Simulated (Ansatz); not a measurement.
Input:

ZnGaNO:
Space group P3m1 (No. 156); a = 3.2556 Å, b = 3.2556 Å, c = 10.2952 Å, α = 90.00°, β = 90.00°, γ = 120.00°

```
atom  site  symmetry       x       y       z
----  ----  --------  ------  ------  ------
Ga      1b       3m.  0.3333  0.6667  0.0039
N       1b       3m.  0.3333  0.6667  0.1869
Ga      1c       3m.  0.6667  0.3333  0.2578
N       1c       3m.  0.6667  0.3333  0.4410
Zn      1b       3m.  0.3333  0.6667  0.4874
O       1b       3m.  0.3333  0.6667  0.7012
Zn      1c       3m.  0.6667  0.3333  0.7247
O       1c       3m.  0.6667  0.3333  0.9433
```

This is the PBEsol-relaxed structure.

Task: All from plane-wave PAW PBEsol (Ansatz code), unless another level is named. Give the electronic character.

Result: metallic (no gap).

Task: Give the formation energy from the elements (no fitted shifts).

Result: -0.83 eV/atom.

Task: And the density of states at the Fermi level?

Result: 0.11 states/eV per atom (mean over ±0.08 eV).

Task: Give the gap with spin–orbit coupling.

Result: none (metallic).

The start of the workflow was typed in or built on a structure type; the Crystallography Open Database copy checked does not list it. Its standing as an ambient phase is unchecked. The cell was relaxed with PBEsol under the symmetry of its start; whether a distortion lowers the energy is not shown. The references are the lowest solids computed at this level, not always the standard phases (solids in place of the gases). Spin–orbit coupling is left out wherever it is not named.

Potentials: the earlier of the program's two PAW sets. The files were generated under PBE; for other functionals the program regenerates the frozen cores, and for LDA and PBEsol the local potential too.
